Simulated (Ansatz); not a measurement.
Relax this structure to zero stress and force, keeping its symmetry:

```
CELL_PARAMETERS angstrom
-1.80500 1.80500 1.80500
1.80500 -1.80500 1.80500
1.80500 1.80500 -1.80500
ATOMIC_POSITIONS crystal
Hf 0.00000 0.00000 0.00000
```

Method: Ansatz, DFT r2SCAN, scalar-relativistic, plane waves, PAW.

Cutoff 500 eV; k points 16×16×16 on the computed 1-atom cell (Γ-centred); Gaussian smearing, width 0.10 eV; no spin polarisation.

Question: What does it relax to?

Answer: The volume drops by 1.38 Å³/atom to 22.14 Å³/atom, and the energy falls by 24.6 meV/atom. Final structure:
Space group Im-3m (No. 229). a = 3.538 Å, b = 3.538 Å, c = 3.538 Å, α = 90.00°, β = 90.00°, γ = 90.00°
```csv
atom,site,symmetry,x,y,z
Hf,2a,m-3m,0.0000,0.0000,0.0000
```

Course of the relaxation (steps run on the plane waves of an earlier cell, and the basis is chosen afresh near the end, so energy and pressure can step there; trial steps that raised the energy were taken back; energies are free energies):

| step | E − E_final (meV/atom) | P (GPa) | V (Å³/atom) |
| --- | --- | --- | --- |
| 1 | 24.6 | -5.47 | 23.52 |
| 2 | 21.1 | 6.03 | 20.95 |
| 3 | 0.0 | -0.38 | 22.23 |
| 4 | -0.1 | -0.02 | 22.14 |
| 5 | 0.0 | -0.02 | 22.14 |

Spin–orbit coupling is left out, which can shift energies with elements as heavy as these.

Cost: 1 run of about 0.55 core-minutes, on Arm Neoverse V2 (shared hosts).